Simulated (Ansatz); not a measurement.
Values for one crystal, relaxed and computed with plane-wave PAW r²SCAN (Ansatz code); other levels are named.

| Quantity | Result |
|---|---|
| Volume per atom | 12.11 Å³ |
| Band gap | 2.31 eV (indirect) |
| Young's modulus | 211 GPa |
| Mechanical stability | stable (all eigenvalues of C positive) |
| Highest zone-centre frequency (without LO–TO term) | 927 cm^-1 |
| Hill bulk and shear moduli | 194 and 80.1 GPa |
| Smallest direct gap on the standard path | 2.40 eV |

Which of these materials gives this?
(A) RbNdO2, R-3m (Rb on 3a, Nd on 3b, O on 6c)
(B) TaAgO3, R-3c (Ta on 6b, Ag on 6a, O on 18e)
(C) KTlO2, R-3m (K on 3b, Tl on 3a, O on 6c)
(D) SnTeO3, R3c (Sn on 6a, Te on 6a, O on 18b)

B, TaAgO3, R-3c (Ta on 6b, Ag on 6a, O on 18e)

The first step of the workflow began from a Materials Project structure, measured or hypothetical; the Crystallography Open Database copy checked does not list it. COD files the formula under space group No. 161. Whether it is the stable phase at ambient conditions was not checked. Symmetry was held in the r²SCAN relaxation; phonons show weakly imaginary modes. The run is not spin-polarised. Spin–orbit coupling is left out wherever it is not named.

Potentials: the later of the program's two PAW sets.
